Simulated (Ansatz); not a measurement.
# LiZn: do energies and stresses tell the same story?

The calculation used DFT PBEsol, scalar-relativistic, plane waves, PAW in Ansatz 0.2.0.

Cutoff 420 eV; k points 12×12×12 on the computed 4-atom cell (Γ-centred); Gaussian smearing, width 0.10 eV; no spin polarisation.

Relaxed cell: Fd-3m, a = 6.055 Å, b = 6.055 Å, c = 6.055 Å, α = 90.00°, β = 90.00°, γ = 90.00°, 4 atoms in the primitive cell. Whether it is the stable form of this composition wasn't checked.

Energies at zero smearing and pressures from the stress tensor, at volumes with shape and atoms relaxed:
```tsv
V (Å³/atom)	E − E(first) (meV/atom)	P (GPa)
12.207	0.00	8.13
12.624	-17.71	5.57
13.040	-29.30	3.40
13.456	-35.68	1.56
13.872	-37.65	0.00
14.288	-35.86	-1.33
14.704	-30.91	-2.45
15.259	-20.22	-3.68
```

Task: Check P = −dE/dV between neighbouring volumes, and get the bulk modulus from the pressures alone.

Result: With 1 eV/Å³ = 160.2 GPa:
```csv
middle V (Å³/atom),−ΔE/ΔV (GPa),mean P (GPa)
12.416,6.819,6.855
12.832,4.461,4.489
13.248,2.457,2.482
13.664,0.757,0.779
14.080,-0.686,-0.664
14.496,-1.906,-1.886
14.982,-3.089,-3.064
```

The two differ by 0.04 GPa at most. The mean of two end pressures misses the average over a step by about ΔV² P″/12, up to 0.03 GPa here; with that taken off 0.00 GPa remains. Around V = 13.872 Å³/atom, the two neighbours give B = −V ΔP/ΔV = 13.872 × 2.89 / 0.832 = 48.1 GPa, against B0 = 47.9 GPa from the Birch–Murnaghan fit of the energies.

Cost: 9 runs of about 1.6 core-minutes in all, on Arm Neoverse V1 (shared hosts).